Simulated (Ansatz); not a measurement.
**Mn₃ZnN: pressure against volume**

Mn₃ZnN, Pm-3m, a = 3.951 Å. The structure is a COD entry; whether it is the stable form wasn't checked. Ansatz: r2SCAN, PAW, 500 eV, Γ-centred 10×10×10 mesh on 5 atoms, Gaussian smearing 0.10 eV; collinear spin, largest moment 3.1 μB. Symmetry fixes shape and atoms, so the cell is only scaled; pressure is positive in compression.

```tsv
V (Å³/atom)	P (GPa)
10.857	23.71
11.227	16.62
11.597	?
11.967	4.84
12.337	0.02
12.707	-4.00
13.077	-6.81
13.571	-10.01
```

Question: Take V0 = 12.337 Å³/atom, count pressures from its P0 = 0.02 GPa, fit the third-order Birch–Murnaghan form to the other rows, and predict the missing pressure.

Answer: With the Eulerian strain f = ½[(V0/V)^(2/3) − 1] and y = (P − P0)/[3f(1 + 2f)^(5/2)], the form is the line y = B0 + 1.5 B0 (B0′ − 4) f. Rows (f, y): 0.04446, 143.5; 0.03244, 145.8; 0.01025, 149.0; -0.00975, 144.4; -0.01905, 131.7; -0.03079, 127.3. Means f = 0.004593, y = 140.28; Σ(Δf)² = 0.004414, ΣΔfΔy = 0.9345; the slope is their ratio. y = 139.3 + 211.7 f GPa, so B0 = 139.3 GPa and B0′ = 4 + 2 × (211.7)/(3 × 139.3) = 5.01. At V = 11.597, f = 0.02105, y = 143.76 and P = 10.08 GPa. The run gave 10.49 GPa, so the fit is 0.41 GPa too low, within the rms miss on the fitted rows (0.42 GPa). With a term in f² added B0′ becomes 5.61, so this figure hangs on the form.

The state reached may not be the lowest one. The program reads another magnetic order as possibly lower. Moments started parallel, and an antiferromagnetic order may lie lower.

Cost: 8 runs of about 14 core-minutes in all, on Arm Neoverse V1 (shared hosts).